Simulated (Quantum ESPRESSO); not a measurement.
One change at a time to NbSnTaW5

All numbers below are calculated, not measured. They come from Quantum ESPRESSO 7.5, a public plane-wave density functional program. Each row is one single-point run on a made-up periodic cell of eight metal atoms, with elements, volume, strain and displacements drawn at random and not relaxed, so a cell may be unstable or far from any real phase. There is no spin polarisation or spin-orbit coupling.

Settings: PBE unless stated; PseudoDojo standard norm-conserving files; Fermi-Dirac width 0.25 eV, which means electrons at about 2900 K; cutoff 1116 eV; 8 x 5 x 3 k mesh shifted half a step off Gamma. E is the free energy of the whole cell (internal energy minus TS), so a -TS column is already part of it. Stress is positive in tension, and the pressure P is minus a third of its trace.

Checks: one run of this series was repeated at a higher cutoff and on a denser mesh, which moved values by no more than 0.005 eV, 0.04 GPa and 0.009 eV/Å, and a second program with other atomic files agreed on it to 2 % rms in force and 0.5 GPa in pressure. Known limits: the tin pseudopotential is less sure than most, with forces differing by about three percent from a second method on plain tin; heavy elements are run without spin-orbit coupling, which real alloys of them have; a spin test at this wide smearing found no moment, but such smearing suppresses magnetism that the real alloy may have.

The lattice is hexagonal close-packed, and the cell vectors in Å are (-2.909, 0.027, -0.024); (-0.048, 5.068, -0.027); (1.400, -2.498, -9.191), a volume of 135.83 Å³ in run 1. The elements on sites 1 to 8 are Nb W W Ta Sn W W W. Each later run makes one change to run 1 and keeps the rest. E is counted from run 1, and is n/a where other atomic files have another zero of energy.

| run | change | V (Å³) | P (GPa) | -TS (eV) | rms force (eV/Å) | largest change of a force component (eV/Å) | E (eV) |
|---|---|---|---|---|---|---|---|
| 1 | none | 135.83 | 10.26 | -1.767 | 1.247 | 0.000 | 0.000 |
| 2 | sites 1 and 3 exchanged | 135.83 | 10.96 | -1.790 | 1.187 | 1.285 | 0.324 |
| 3 | all lengths scaled by -1.09 % | 131.43 | 19.37 | -1.704 | 1.398 | 0.310 | ? |
| 4 | PBEsol in place of PBE | 135.83 | 2.85 | -1.770 | 1.187 | 0.135 | n/a |
| 5 | Hf on site 2 | 135.83 | 18.12 | -1.737 | 1.304 | 1.285 | n/a |
| 6 | site 5 moved by +0.16 Å along z | 135.83 | 9.67 | -1.762 | 0.959 | 3.037 | -0.162 |

## Worked estimate

Along a uniform scaling dE = -P dV. The mean of the two pressures is 14.815 GPa and the volume changes by -4.40 Å³, with 160.2 GPa to one eV/Å³. The same two rows give -V dP/dV = 277 GPa for this cell with clamped atoms, which is not the bulk modulus of a real alloy.

## Withheld value

Question: what E should run 3 give?

The estimate is 0.407 eV. The calculation gave 0.404 eV. The mean of two end points misses the curvature of P, and the finite cutoff adds a little.
